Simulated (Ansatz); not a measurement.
Total density of states per atom from PBE+D3(BJ) in the plane-wave PAW code Ansatz, in 0.25 eV bins, energy from the Fermi level:

(E (eV), states/eV/atom): (-3.85, 0.00); (-3.60, 0.06); (-3.35, 0.12); (-3.10, 0.16); (-2.85, 0.19); (-2.60, 0.21); (-2.35, 0.24); (-2.10, 0.26); (-1.85, 0.28); (-1.60, 0.30); (-1.35, 0.32); (-1.10, 0.33); (-0.85, 0.35); (-0.60, 0.38); (-0.35, 0.40); (-0.10, 0.44); (0.15, 0.53); (0.40, 0.54); (0.65, 0.49); (0.90, 0.44); (1.15, 0.39); (1.40, 0.34); (1.65, 0.29); (1.90, 0.24); (2.15, 0.19); (2.40, 0.13); (2.65, 0.10); (2.90, 0.12); (3.15, 0.16); (3.40, 0.26); (3.65, 0.73); (3.90, 0.64); (4.15, 0.55); (4.40, 0.49); (4.65, 0.46)

### Question
Pick the material that matches.
A) Rb, bcc (W type)
B) Li, bcc (W type)
C) Cs, bcc (W type)
D) K, bcc (W type)

### Answer
B, Li, bcc (W type). Within 0.5 eV of the Fermi level: Li 2s 62 %, outside the projected shells 38 %. Projections are on Löwdin-orthogonalised atomic valence shells; empty p or d shells of many metals are not among them.

Space group Im-3m (bcc (W type)). The PBE+D3(BJ) relaxation kept the symmetry of its start. The pairwise dispersion correction was not fitted to metals.

Potentials: the later of the program's two PAW sets.
